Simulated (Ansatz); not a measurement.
Values for one crystal, relaxed and computed with PBE in the plane-wave PAW code Ansatz; other levels are named.

* **Volume per atom**: 13.43 Å³
* **Electronic character**: metallic (no gap)
* **Density of states at the Fermi level**: 0.58 states/eV per atom (mean over ±0.08 eV)
* **Formation energy from the elements (no fitted shifts)**: -0.086 eV/atom
* **Gap with spin–orbit coupling**: none (metallic)
* **Bulk modulus (Birch–Murnaghan fit)**: 2080 kbar
* **Pressure derivative B′**: 4.8

Problem. Pick the material that matches.
A. Ge2W, I4/mcm (Ge on 8h, W on 4a)
B. GeMo2C, P6_3/mmc (Ge on 2d, Mo on 4f, C on 2a)
C. SnGe3, P-4m2 (Ge on 2g, Ge on 1a, Sn on 1c)
D. OsC, rock salt

Solution. B, GeMo2C, P6_3/mmc (Ge on 2d, Mo on 4f, C on 2a)

The start of the workflow was typed in or built on a structure type; neither database checked (COD, Materials Project) lists it. Its standing as an ambient phase is unchecked. The cell was relaxed with PBE under the symmetry of its start; its stability against distortions is not shown here. No spin polarisation was allowed. The references are the lowest solids computed at this level, not always the standard phases. Scalar-relativistic: spin–orbit coupling is off unless named, which matters more the heavier the elements.

Potentials: the later of the program's two PAW sets.
